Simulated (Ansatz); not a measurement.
Consider the following.

K2H6PbO6:
```yaml
crystal:
  lattice:
    - [3.30177, 1.90628, 3.97710]
    - [-3.30177, 1.90628, 3.97710]
    - [0.00000, -3.81255, 3.97710]
  atoms:
    - { symbol: K, position: [0.70525, 0.70525, 0.70525] }
    - { symbol: K, position: [0.29475, 0.29475, 0.29475] }
    - { symbol: H, position: [0.19095, 0.61161, 0.75223] }
    - { symbol: H, position: [0.80905, 0.38839, 0.24777] }
    - { symbol: H, position: [0.75223, 0.19095, 0.61161] }
    - { symbol: H, position: [0.24777, 0.80905, 0.38839] }
    - { symbol: H, position: [0.61161, 0.75223, 0.19095] }
    - { symbol: H, position: [0.38839, 0.24777, 0.80905] }
    - { symbol: Pb, position: [0.00000, 0.00000, 0.00000] }
    - { symbol: O, position: [0.20030, 0.80221, 0.68705] }
    - { symbol: O, position: [0.79970, 0.19779, 0.31295] }
    - { symbol: O, position: [0.68705, 0.20030, 0.80221] }
    - { symbol: O, position: [0.31295, 0.79970, 0.19779] }
    - { symbol: O, position: [0.80221, 0.68705, 0.20030] }
    - { symbol: O, position: [0.19779, 0.31295, 0.79970] }
```

This is the LDA-relaxed structure.

Q: All from DFT-LDA in the program Ansatz with PAW potentials, unless another level is named. Estimate the highest zone-centre frequency (without LO–TO term).

A: 2889 cm⁻¹.

Q: Next, the vibrational entropy at 300 K?

A: 17.1 J/(K·mol of atoms).

Q: What about the Young's modulus?

A: 35.2 GPa.

Space group R-3. The workflow started from a Materials Project entry (that database holds measured and hypothetical structures alike); the Crystallography Open Database copy checked does not list it. Whether it is the stable phase at ambient conditions was not checked. Symmetry was held in the LDA relaxation; phonons on a q-mesh show no instability. Scalar-relativistic: spin–orbit coupling is off unless named, which matters more the heavier the elements.

Potentials: the later of the program's two PAW sets.
